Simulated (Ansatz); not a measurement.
**Question.** Name crystals whose computed values (DFT-HSE06 in the program Ansatz with PAW potentials) fall in these windows: gap (eV) 1.8 to 2.1; B₀ by P(V) fit (GPa) 75 to 96.

**Answer.** 

| crystal | gap (eV) | B₀ by P(V) fit (GPa) |
|---|---|---|
| ZnGeP2, chalcopyrite | 1.93 | 83.0 |
| ZnCu2GeS4, I-4 (Pearson symbol tI16) | 2.00 | 75.6 |
| CdSiP2, chalcopyrite | 2.02 | 83.3 |
Others may fit too.

All cells were relaxed under the symmetry of their starts (and spin orders); stability against distortions was not tested throughout. Rows with no word on spin ran without spin polarisation. Spin–orbit coupling is left out wherever it is not named.

Potentials: the later of the program's two PAW sets.
